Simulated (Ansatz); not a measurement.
Au:
```yaml
crystal:
  lattice:
    - [0.00000, 3.01329, 3.01329]
    - [3.01329, 0.00000, 3.01329]
    - [3.01329, 3.01329, 0.00000]
  atoms:
    - { symbol: Au, position: [0.00000, 0.00000, 0.00000] }
    - { symbol: Au, position: [0.25000, 0.25000, 0.25000] }
```

Relaxed with PBEsol. Special points in fractions of this cell's reciprocal vectors: Γ (0.000, 0.000, 0.000); X (0.500, 0.000, 0.500); U (0.625, 0.250, 0.625); K (0.375, 0.375, 0.750); L (0.500, 0.500, 0.500); W (0.500, 0.250, 0.750).

### Question
List the band energies nearest the Fermi level at these points for plane-wave PAW PBEsol (Ansatz code).

### Answer
In eV from the Fermi level; about four levels below and three above (degenerate sets whole), none deeper than 8.9 eV; … stands for higher levels left out; points with the same levels are listed once.

| k | below | above |
|---|---|---|
| Γ | -2.34 -2.34 -2.34 -1.22 -1.22 | 8.96 9.88 … |
| X | -2.84 -2.84 -1.20 -1.20 | 0.31 0.31 3.69 3.69 |
| U | -2.90 -2.84 -1.12 -0.94 | 0.01 0.40 2.19 |
| L | -1.38 -1.38 -1.04 -0.31 | 6.92 6.92 … |
| W | -2.99 -2.99 -0.96 -0.96 | 0.29 0.29 2.79 2.79 |

Space group Fd-3m (diamond). The start of the workflow was typed in or built on a structure type; neither database checked (COD, Materials Project) lists it. It is not the phase usual at ambient conditions (space group No. 225). The cell was relaxed with PBEsol under the symmetry of its start. At this level the phase is mechanically unstable. Spin–orbit coupling is left out wherever it is not named.

Potentials: the earlier of the program's two PAW sets. The files were generated under PBE; for other functionals the program regenerates the frozen cores, and for LDA and PBEsol the local potential too.
